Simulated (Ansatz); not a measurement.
Relaxed-ion elastic tensor of GaN (rock salt, Fm-3m) in GPa (Voigt order), r²SCAN (plane waves, PAW; program Ansatz); density 7.42 g/cm³, 9.37 Å³ per atom.

```tsv
	1	2	3	4	5	6
1	369	181	181	0.0	0.0	0.0
2	181	369	181	0.0	0.0	0.0
3	181	181	369	0.0	0.0	0.0
4	0.0	0.0	0.0	235	0.0	0.0
5	0.0	0.0	0.0	0.0	235	0.0
6	0.0	0.0	0.0	0.0	0.0	235
```

Problem. Is the crystal mechanically stable?

Solution. Yes: the smallest eigenvalue of C is 187 GPa.

Problem. Work out the Voigt, Reuss and Hill averages.

Solution. K_V = 244, K_R = 244, K_H = 244; G_V = 179, G_R = 147, G_H = 163 GPa.

Problem. Give Young's modulus, Poisson's ratio, Pugh's ratio and the universal anisotropy index.

Solution. E = 9KG/(3K + G) = 399 GPa; ν = 0.23; K/G = 1.50 (brittle by the Pugh limit of 1.75); A_U = 5G_V/G_R + K_V/K_R − 6 = 1.09.

Problem. Estimate the sound speeds and the Debye temperature.

Solution. v_l = √((K + 4G/3)/ρ) = 7880 m/s, v_t = √(G/ρ) = 4680 m/s, mean 5190 m/s; Θ = (h/k)(3n/4πV)^(1/3) v_m = 732 K.

Problem. Give the Zener ratio and Young's modulus along [100], [110] and [111].

Solution. A = 2C44/(C11 − C12) = 2.51; 1/E = S11 − 2(S11 − S12 − S44/2)Γ with Γ = 0, 1/4, 1/3 gives 249, 415, 534 GPa.

Problem. Solve the Christoffel equation for the three sound speeds along [100], [110], [111].

Solution. Eigenvalues of C_ijkl n_j n_l equal ρv². In km/s, slowest first: [100] 5.63, 5.63, 7.05; [110] 3.56, 5.63, 8.30; [111] 4.36, 4.36, 8.67.

This is a known high-pressure phase of the composition, computed here at zero pressure and temperature. The cell was relaxed with r²SCAN under the symmetry of its start; its stability against distortions is not shown here.

Potentials: the later of the program's two PAW sets.
